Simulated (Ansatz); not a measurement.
Given:

TaP:
Space group I4₁md (No. 109); a = b = 3.291 Å, c = 11.207 Å, α = β = γ = 90.00°

```
atom  site  symmetry       x       y       z
----  ----  --------  ------  ------  ------
Ta      4a      2mm.  0.0000  0.0000  0.9993
P       4a      2mm.  0.0000  0.0000  0.4167
```
(The calculation used a cell of 4 atoms; values per cell refer to that cell.)

This is the LDA-relaxed structure.

Question: All from DFT-LDA in the program Ansatz with PAW potentials, unless another level is named. Give the electronic character.

Answer: no gap, with almost no states at the Fermi level (zero-gap or semimetallic).

Question: Predict the formation energy from the elements (no fitted shifts).

Answer: -1.05 eV/atom.

Space group I4_1md. The workflow started from a Materials Project entry (that database holds measured and hypothetical structures alike); the Crystallography Open Database copy checked does not list it. COD files the formula under space group No. 141. Whether it is the stable phase at ambient conditions was not checked. The cell was relaxed with LDA under the symmetry of its start; whether a distortion lowers the energy is not shown. The run is not spin-polarised. A small band overlap can be real or an error of a semilocal functional. The references are the lowest solids computed at this level, not always the standard phases. Scalar-relativistic: spin–orbit coupling is off unless named, which matters more the heavier the elements.

Potentials: the earlier of the program's two PAW sets. The files were generated under PBE; for other functionals the program regenerates the frozen cores, and for LDA and PBEsol the local potential too.
